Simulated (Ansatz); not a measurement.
# Kick test of a cell of B₄N₃

It was reached by relaxing an invented guess, and it needn't be the stable form of this composition.

Method: DFT PBE, scalar-relativistic, plane waves, PAW (Ansatz). Cutoff 420 eV; k points 8×8×8 on the computed 7-atom cell (Γ-centred); Gaussian smearing, width 0.10 eV; no spin polarisation.

The cell below (7 atoms, space group P-43m (No. 215)) is relaxed within its symmetry.

```cif
data_structure
_symmetry_space_group_name_H-M 'P 1'
_symmetry_Int_Tables_number 1
_cell_length_a 3.6057
_cell_length_b 3.6057
_cell_length_c 3.6057
_cell_angle_alpha 90.000
_cell_angle_beta 90.000
_cell_angle_gamma 90.000
_cell_volume 46.88
loop_
_atom_site_label
_atom_site_type_symbol
_atom_site_fract_x
_atom_site_fract_y
_atom_site_fract_z
_atom_site_occupancy
B1 B 0.73866 0.26134 0.73866 1
B2 B 0.26134 0.73866 0.73866 1
B3 B 0.73866 0.73866 0.26134 1
B4 B 0.26134 0.26134 0.26134 1
N1 N 0.50000 0.50000 0.00000 1
N2 N 0.50000 0.00000 0.50000 1
N3 N 0.00000 0.50000 0.50000 1
```

For the test it was strained at random (σ = 1.5 % a component), the atoms were moved at random (σ = 0.10 Å), and all was relaxed again on a coarse 6×6×6 mesh (in the run’s order of axes) with 0.20 eV smearing, with no symmetry imposed.

An odd number of electrons in the primitive cell allows no gap without spin; a larger cell or a magnetic state could open one.

Task: Does it come back?

Result: It returns, within 1 meV/atom of the unmoved cell on that mesh and with the same symmetry when read at 0.1 Å. No instability shows in this cell; modes of other wave vectors, which need another repeat, aren't tested.
